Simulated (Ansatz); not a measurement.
A geometry of Al₂O₃ away from equilibrium: step 2 of the relaxation of a generated cell, Al2O3 built in the AFLOW prototype A2B3_tP10_127_g_ah (D5_a). All values below come from r2SCAN (plane waves to 500 eV, PAW, scalar-relativistic; Ansatz, a quantum-chemistry and plane-wave program). Γ-centred k-mesh 4×4×8 on the run's cell (coarser than for final values), Fermi–Dirac smearing 0.05 eV.

```xyz
10
Lattice="5.3826 0.0000 0.0000 0.0000 5.3826 0.0000 0.0000 0.0000 2.9146" Properties=species:S:1:pos:R:3:forces:R:3 pbc="T T T" free_energy=-5574.776 pressure_GPa=-9.7
O      0.0000     0.0000     0.0000    0.0000    0.0000    0.0000
O      2.6913     2.6913     0.0000    0.0000    0.0000    0.0000
O      0.8440     3.5353     1.4573   -1.7596   -1.7596    0.0000
O      3.5353     4.5387     1.4573   -1.7596    1.7596    0.0000
O      1.8473     0.8440     1.4573    1.7596   -1.7596    0.0000
O      4.5387     1.8473     1.4573    1.7596    1.7596    0.0000
Al     1.9350     4.6263     0.0000   -5.6415   -5.6415    0.0000
Al     4.6263     3.4477     0.0000   -5.6415    5.6415    0.0000
Al     0.7563     1.9350     0.0000    5.6415   -5.6415    0.0000
Al     3.4477     0.7563     0.0000    5.6415    5.6415    0.0000
```

Positions in Å, forces in eV/Å, free energy of the cell in eV (comparable only within this code, potentials and settings). Largest force: 7.98 eV/Å, on Al7, Al8, Al9, Al10 (atoms numbered as listed); the geometry lies 0.63 eV/atom above the end of its relaxation.

No spin polarisation in the result.

The run could not lower the symmetry of its start; a shaken copy of this end point relaxes with r2SCAN to P2₁ (No. 4), 800 meV/atom lower.

The end of the path is a generated cell of Al2O3: the first start was made by placing the elements on the sites of a structure type, and the end was not matched to a known phase here, so it may be hypothetical. Known forms of Al2O3 include space group No. 167.
